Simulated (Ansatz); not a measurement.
A plane-wave DFT run in Ansatz 0.2.0 (scalar-relativistic PAW potentials unless the input names others): input and command.

```yaml
crystal:
  lattice:
    - [1.7107083184, 0.9876779081, 8.8774966006]
    - [-1.7107083184, 0.9876779081, 8.8774966006]
    - [0.0, -1.9753558163, 8.8774966006]
  atoms:
    - { symbol: Zn, position: [0.2188015287, 0.2188015287, 0.2188015287] }
    - { symbol: In, position: [0.0032062817, 0.0032062817, 0.0032062817] }
    - { symbol: Ga, position: [0.7869749338, 0.7869749338, 0.7869749338] }
    - { symbol: O, position: [0.2954581679, 0.2954581679, 0.2954581679] }
    - { symbol: O, position: [0.7111984659, 0.7111984659, 0.7111984659] }
    - { symbol: O, position: [0.1210550802, 0.1210550802, 0.1210550802] }
    - { symbol: O, position: [0.8633065418, 0.8633065418, 0.8633065418] }
basis:
  ecutwfc: 420
kpoints:
  mp_grid: { grid: [12, 12, 12] }
hamiltonian:
  xc: pbe
scf:
  occupations: { method: gaussian, width: 0.02 }
  convergence: { dr2_threshold: 1.0e-14 }
  max_iter: 100
output:
  forces: true
  eigenvalues: true
  stress: true
relax:
  adjacent_minimum: "off"
  f_tol: 0.01
  max_steps: 30
  cell: { stress_tol: 0.1, fix: [volume] }
```

```bash
ansatz run input.yaml --threads 2 --pin off --max-ram 5120MiB --backend cpu --events-out ev --progress --plain --runs-dir out
```

Abridged log:
```
The last accepted step is kept in <dir> (removed where the run ends without a failure and the disk answers)
Pseudopotentials: kind: paw
Pseudopotential: Zn, paw, valence charge 12, recommended cutoff 420 eV (normal)
Pseudopotential: In, paw, valence charge 13, recommended cutoff 420 eV (normal)
Pseudopotential: Ga, paw, valence charge 13, recommended cutoff 420 eV (normal)
Pseudopotential: O, paw, valence charge 6, recommended cutoff 420 eV (normal)
Functional definition: PBE
Crystal: 7 atoms, lattice volume = 89.998 Å³
Basis set: ecut = 420 eV, 1739 PW (Γ), FFT grids on a1−a3, a2−a3, a3, exchange–correlation on 48×48×128 points (8 copies of the dense FFT grid, shifted against one another)
Bands: 38, of which v1, the nominal top of the filled ones, is band 31 counted from 1 (30 counted from 0)
Symmetry: 6 space group operations
Space group: R3m (ITA 160), of the structure as read, at distance tolerance 4.5e-5 Å
k-points: 189 of 1728 (time reversal used)
Initial density: superposition of atomic densities (neutral atoms: chi_scale 0, normalization atom), corrected by the library's trained network
Initial wavefunctions: pseudopotential atomic-orbital guess
Functional: x = pbe(κ = 0.804, μ = 0.21951497), c = pbe(β = 0.06672455)
SCF iter   1: F=—  HF=-14970.950227 eV  |F-HF|=—  |Δ(HF+E_count)|=         —  Δρ=1.95e-3  dr2=9.35e-3  ethr=1.77e-3  ⟨swp⟩=6.1  Hψ=27622  notcnv=0  defer=2
SCF iter   2: F=—  HF=-14970.949938 eV  |F-HF|=—  |Δ(HF+E_count)|=   2.89e-4  Δρ=9.38e-4  dr2=2.47e-3  ethr=1.51e-5  ⟨swp⟩=2.1  Hψ=12531  notcnv=0  defer=331
SCF iter   3: F=—  HF=-14970.949627 eV  |F-HF|=—  |Δ(HF+E_count)|=   3.11e-4  Δρ=5.74e-4  dr2=6.60e-4  ethr=3.99e-6  ⟨swp⟩=2.0  Hψ=11056  notcnv=0  defer=331
SCF iter   4: F=—  HF=-14970.949494 eV  |F-HF|=—  |Δ(HF+E_count)|=   1.33e-4  Δρ=1.75e-4  dr2=2.71e-5  ethr=1.06e-6  ⟨swp⟩=2.2  Hψ=9967  notcnv=0  defer=331
SCF iter   5: F=—  HF=-14970.949505 eV  |F-HF|=—  |Δ(HF+E_count)|=   1.01e-5  Δρ=9.09e-5  dr2=7.64e-6  ethr=4.37e-8  ⟨swp⟩=2.0  Hψ=9938  notcnv=0  defer=331
SCF iter   6: F=—  HF=-14970.949504 eV  |F-HF|=—  |Δ(HF+E_count)|=   5.84e-7  Δρ=4.52e-5  dr2=1.71e-6  ethr=1.23e-8  ⟨swp⟩=2.0  Hψ=11728  notcnv=0  defer=331
SCF iter   7: F=—  HF=-14970.949505 eV  |F-HF|=—  |Δ(HF+E_count)|=   1.20e-6  Δρ=1.50e-5  dr2=2.27e-7  ethr=2.75e-9  ⟨swp⟩=2.0  Hψ=9986  notcnv=0  defer=331
SCF iter   8: F=—  HF=-14970.949505 eV  |F-HF|=—  |Δ(HF+E_count)|=   2.07e-7  Δρ=7.41e-6  dr2=4.56e-8  ethr=3.66e-10  ⟨swp⟩=2.0  Hψ=12555  notcnv=0  defer=331
   ...
SCF iter   2: F=—  HF=-14970.949955 eV  |F-HF|=—  |Δ(HF+E_count)|=   1.05e-5  Δρ=2.01e-6  dr2=9.36e-10  ethr=4.75e-12  ⟨swp⟩=3.0  Hψ=16535  notcnv=0
SCF iter   3: F=—  HF=-14970.949955 eV  |F-HF|=—  |Δ(HF+E_count)|=  9.75e-10  Δρ=1.16e-6  dr2=2.09e-10  ethr=1.51e-12  ⟨swp⟩=2.0  Hψ=12281  notcnv=0
SCF iter   4: F=—  HF=-14970.949955 eV  |F-HF|=—  |Δ(HF+E_count)|=  6.09e-10  Δρ=4.42e-7  dr2=4.51e-11  ethr=3.36e-13 (applied; sched 1.00e-12)  ⟨swp⟩=2.0  Hψ=10168  notcnv=0
SCF iter   5: F=—  HF=-14970.949955 eV  |F-HF|=—  |Δ(HF+E_count)|=  1.04e-10  Δρ=6.83e-8  dr2=2.51e-12  ethr=7.27e-14 (applied; sched 1.00e-12)  ⟨swp⟩=2.0  Hψ=13041  notcnv=0
SCF iter   6: F=—  HF=-14970.949955 eV  |F-HF|=—  |Δ(HF+E_count)|=    0.00e0  Δρ=2.79e-8  dr2=6.36e-13  ethr=4.05e-15 (applied; sched 1.00e-12)  ⟨swp⟩=2.0  Hψ=12285  notcnv=0
SCF iter   7: F=—  HF=-14970.949955 eV  |F-HF|=—  |Δ(HF+E_count)|=  3.64e-12  Δρ=1.09e-8  dr2=8.60e-14  ethr=1.03e-15 (applied; sched 1.00e-12)  ⟨swp⟩=2.0  Hψ=10134  notcnv=0
SCF iter   8: F=—  HF=-14970.949955 eV  |F-HF|=—  |Δ(HF+E_count)|=  3.64e-12  Δρ=5.00e-9  dr2=2.12e-14  ethr=1.39e-16 (applied; sched 1.00e-12)  ⟨swp⟩=2.0  Hψ=10261  notcnv=0
SCF iter   9: F=-14970.949955 eV  HF=-14970.949955 eV  |F-HF|=0.00e0  |Δ(HF+E_count)|=  1.82e-12  Δρ=2.26e-9  dr2=3.60e-15  ethr=1.00e-12  ⟨swp⟩=3.0  Hψ=19129  notcnv=0
SCF 4 converged in 9 iterations: F = -14970.949955 eV  dr2 = 3.60e-15
SCF converged after 9 iterations
Free energy (F): -14970.949955 eV
Harris-Foulkes:  -14970.949955 eV  (|F-HF|=0.00e0)
Internal energy: -14970.949955 eV  (E = F + TS)
E sigma→0 (E₀):  -14970.949955 eV
Fermi energy:    7.406326 eV
--- Forces (eV/Å), atoms counted from 1 ---
  atom   1  Zn     0.00000000     0.00000000    -0.00900386
  atom   2  In     0.00000000     0.00000000    -0.00396752
  atom   3  Ga     0.00000000     0.00000000     0.00667437
  atom   4  O      0.00000000     0.00000000     0.00690914
  atom   5  O      0.00000000     0.00000000     0.00243584
  atom   6  O      0.00000000     0.00000000    -0.00125210
  atom   7  O      0.00000000     0.00000000    -0.00179635
--- Stress (GPa, compression-positive) ---
       -7.887936       0.000000       0.000000
        0.000000      -7.887936       0.000000
        0.000000       0.000000      -7.875206
  P = ⅓ Tr σ = -7.8837 GPa (-78.837 kbar)
--- Relaxed structure (3 steps of the walk, 3 accepted, 1 SCFs on fresh bases) ---
  F+E_penalty+E_count = -14970.94995527 eV   max|allowed force component| = 9.004e-3 eV/Å   (the final SCF, on the basis selected at the relaxed cell)
  cell:  # Å, volume = 89.9980 Å³
    - [1.71040068, 0.98750029, 8.88069026]
    - [-1.71040068, 0.98750029, 8.88069026]
    - [0.0, -1.97500059, 8.88069026]
  atoms:
    - { symbol: Zn, position: [0.21876281, 0.21876281, 0.21876281] }
    - { symbol: In, position: [0.00333945, 0.00333945, 0.00333945] }
    - { symbol: Ga, position: [0.78691456, 0.78691456, 0.78691456] }
    - { symbol: O, position: [0.29565613, 0.29565613, 0.29565613] }
    - { symbol: O, position: [0.71118160, 0.71118160, 0.71118160] }
    - { symbol: O, position: [0.12106703, 0.12106703, 0.12106703] }
    - { symbol: O, position: [0.86307938, 0.86307938, 0.86307938] }
```

One setting here is needlessly strict: a threshold far tighter than needed (scf.convergence.dr2_threshold: not typed → 1e-14). It leaves the result as it was and can only cost iterations: the run converged in 56 SCF iterations over all its steps (reference: 24) with an energy at zero smearing within 0.01 meV/atom of the reference's, pressure -7.88 GPa, largest force 0.009 eV/Å, gap on the mesh 0.89 eV. A reference run from the same start on usual settings converged, and the end of its own relaxation has pressure -7.88 GPa, largest force 0.009 eV/Å, gap on the mesh 0.89 eV (its cell was held, or driven to that pressure on purpose).

The run took 3.5 min on 2 threads of Intel(R) Xeon(R) Processor @ 2.70GHz, on a shared host, peak memory 0.8 GiB.